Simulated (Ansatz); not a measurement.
Ba$_{3}$MgNb$_{2}$O$_{9}$:
```cif
data_Ba3MgNb2O9
_chemical_formula_sum 'Ba3 Mg1 Nb2 O9'
_space_group_name_H-M_alt 'P-3m1'
_space_group_IT_number 164
_space_group_name_Hall '-P 3 2"'
_cell_length_a 5.75046
_cell_length_b 5.75046
_cell_length_c 7.05903
_cell_angle_alpha 90.000
_cell_angle_beta 90.000
_cell_angle_gamma 120.000
loop_
_atom_site_label
_atom_site_type_symbol
_atom_site_symmetry_multiplicity
_atom_site_Wyckoff_symbol
_atom_site_fract_x
_atom_site_fract_y
_atom_site_fract_z
_atom_site_occupancy
Ba1 Ba 1 a 0.00000 0.00000 0.00000 1
Ba2 Ba 2 d 0.66667 0.33333 0.33353 1
Mg1 Mg 1 b 0.00000 0.00000 0.50000 1
Nb1 Nb 2 d 0.33333 0.66667 0.17842 1
O1 O 6 i 0.17120 0.34241 0.32577 1
O2 O 3 e 0.00000 0.50000 0.00000 1
```

Relaxed with PBEsol.

Problem. Which orbitals make up the states near the band edges in DFT-PBEsol in the program Ansatz with PAW potentials?

Solution. Top 1 eV of the valence band: O 2p 95 %. Bottom 1 eV of the conduction band: Nb 4d 67 %, O 2p 23 %, outside the projected shells 7 %. Projections are on Löwdin-orthogonalised atomic valence shells; empty p or d shells of many metals are not among them.

Problem. Tabulate the density of states.

Solution. States/eV per cell of 15 atoms, in 0.25 eV bins, energy from the valence-band maximum.

```
E (eV)  total   O 2p  Nb 4d  Ba 6s
------  -----  -----  -----  -----
-7.85    0.00   0.00   0.00   0.00
-7.60    0.00   0.00   0.00   0.00
-7.35    0.00   0.00   0.00   0.00
-7.10    0.00   0.00   0.00   0.00
-6.85    0.00   0.00   0.00   0.00
-6.60    0.00   0.00   0.00   0.00
-6.35    0.00   0.00   0.00   0.00
-6.10    0.00   0.00   0.00   0.00
-5.85    0.00   0.00   0.00   0.00
-5.60    0.00   0.00   0.00   0.00
-5.35    0.00   0.00   0.00   0.00
-5.10    0.00   0.00   0.00   0.00
-4.85    0.00   0.00   0.00   0.00
-4.60    5.03   3.39   0.98   0.02
-4.35    2.94   2.04   0.54   0.01
-4.10   12.53   8.60   2.93   0.12
-3.85    7.40   5.21   1.36   0.13
-3.60    7.66   5.14   1.76   0.16
-3.35    7.36   5.12   1.48   0.14
-3.10   10.08   6.98   2.16   0.10
-2.85   19.82  13.76   4.40   0.07
-2.60   13.64   9.79   2.71   0.04
-2.35    9.07   7.42   0.85   0.05
-2.10    9.63   8.31   0.48   0.05
-1.85   10.69   9.52   0.24   0.12
-1.60   12.33  11.13   0.16   0.15
-1.35   14.33  13.12   0.16   0.14
-1.10   15.29  14.17   0.19   0.10
-0.85   18.98  17.75   0.21   0.08
-0.60   18.92  17.95   0.16   0.05
-0.35   13.44  12.91   0.07   0.02
-0.10    6.87   6.72   0.01   0.00
0.15     0.00   0.00   0.00   0.00
0.40     0.00   0.00   0.00   0.00
0.65     0.00   0.00   0.00   0.00
0.90     0.00   0.00   0.00   0.00
1.15     0.00   0.00   0.00   0.00
1.40     0.00   0.00   0.00   0.00
1.65     0.00   0.00   0.00   0.00
1.90     0.00   0.00   0.00   0.00
2.15     0.00   0.00   0.00   0.00
2.40     0.00   0.00   0.00   0.00
2.65     0.00   0.00   0.00   0.00
2.90     0.29   0.06   0.20   0.01
3.15     4.24   0.87   2.93   0.08
3.40     5.77   1.34   3.91   0.07
3.65     4.65   1.18   3.08   0.05
3.90     5.87   1.54   3.77   0.07
4.15     3.91   1.04   2.43   0.07
4.40    14.54   4.04   8.78   0.35
4.65     8.72   2.59   5.22   0.15
4.90     0.03   0.00   0.00   0.00
5.15     0.45   0.01   0.03   0.00
5.40     0.76   0.02   0.04   0.00
5.65     1.05   0.03   0.06   0.01
5.90     1.41   0.05   0.08   0.02
6.15     1.85   0.08   0.13   0.03
6.40     3.26   0.17   0.57   0.05
6.65     6.57   0.35   1.18   0.15
6.90     9.57   0.61   1.68   0.37
7.15     9.81   0.72   1.69   0.50
7.40    11.00   0.77   1.47   0.98
7.65    12.00   0.90   1.58   1.15
```

The workflow started from a Materials Project entry (that database holds measured and hypothetical structures alike); the Crystallography Open Database files this formula in space group No. 164, but the cells were not matched. Whether it is the stable phase at ambient conditions was not checked. The PBEsol relaxation kept the symmetry of its start; whether a distortion lowers the energy is not shown. No spin polarisation was allowed. Spin–orbit coupling is left out wherever it is not named.

Potentials: the later of the program's two PAW sets.
